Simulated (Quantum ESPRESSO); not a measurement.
Field gradients of KTaO3 from a PBE PAW density (pw.x of a modified build of Quantum ESPRESSO, JTH datasets) with the all-electron reconstruction of Petrilli and co-workers. The input of pw.x:

```
&CONTROL
  calculation = 'scf'
  prefix = 'x'
  pseudo_dir = './pseudo'
  outdir = './out'
  tprnfor = .true.
/
&SYSTEM
  ibrav = 0
  nat = 5
  ntyp = 3
  ecutwfc = 45
  ecutrho = 180
  occupations = 'fixed'
  nbnd = 24
/
&ELECTRONS
  conv_thr = 1e-11
/
ATOMIC_SPECIES
K 39.098 K.GGA_PBE-JTH.UPF
Ta 180.948 Ta.GGA_PBE-JTH.UPF
O 15.999 O.GGA_PBE-JTH.UPF
CELL_PARAMETERS angstrom
    3.994880000000     0.000000000000     0.000000000000
    0.000000000000     3.994880000000     0.000000000000
    0.000000000000     0.000000000000     3.994880000000
ATOMIC_POSITIONS crystal
K      0.500000000000     0.500000000000     0.500000000000
Ta     0.000000000000     0.000000000000     0.000000000000
O      0.000000000000     0.500000000000     0.000000000000
O      0.500000000000     0.000000000000     0.000000000000
O      0.000000000000     0.000000000000     0.500000000000
K_POINTS automatic
6 6 6 0 0 0
```
Geometry: a computed entry of the Materials Project; it was not checked against measured cells. It is KTaO3 in Pm-3m. Stability against distortions was not tested. The run has no spin polarisation.

Vzz is the sum of three terms, each taken along its main axis: the smooth valence density, the ions (nucleus and frozen core) with the augmentation charges of all other spheres, and the all-electron minus smooth density in the atom's own sphere. The split hangs on the datasets.  Cores are frozen. Against all-electron runs on small test molecules, this scheme's |Vzz| missed by −2 to +6 % on O.

| site | smooth valence density | ions and other spheres | own sphere | Vzz (a.u.) |
|---|---|---|---|---|
| O (atoms 3, 4, 5) | -0.387 | 0.456 | (withheld) | (withheld) |

Question: Complete the blanks.

Answer: 
- O (atoms 3, 4, 5), own sphere: 0.150
- O (atoms 3, 4, 5), Vzz (a.u.): 0.220
